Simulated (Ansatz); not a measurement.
Here is the system:

VN:
```
VN
1.0
    0.00000     2.02107     2.02107
    2.02107     0.00000     2.02107
    2.02107     2.02107     0.00000
V N
1 1
Direct
  0.00000   0.00000   0.00000
  0.50000   0.50000   0.50000
```

This is the LDA-relaxed structure.

**Question.** All from the program Ansatz at the LDA level (PAW), unless another level is named. Estimate the Young's modulus.

**Answer.** 473 GPa.

**Question.** What about the highest zone-centre frequency?

**Answer.** 411 cm⁻¹.

Space group Fm-3m (rock salt). Symmetry was held in the LDA relaxation; of distortions, only those at the zone centre were tested. The run is not spin-polarised. As this level gives no gap, phonon frequencies hold no LO–TO term and depend on the k-mesh and smearing (Fermi–Dirac, 0.1 eV here). On the denser mesh and wider smearing of the elastic run this cell carries a stress of 0.3 GPa.

Potentials: the later of the program's two PAW sets.
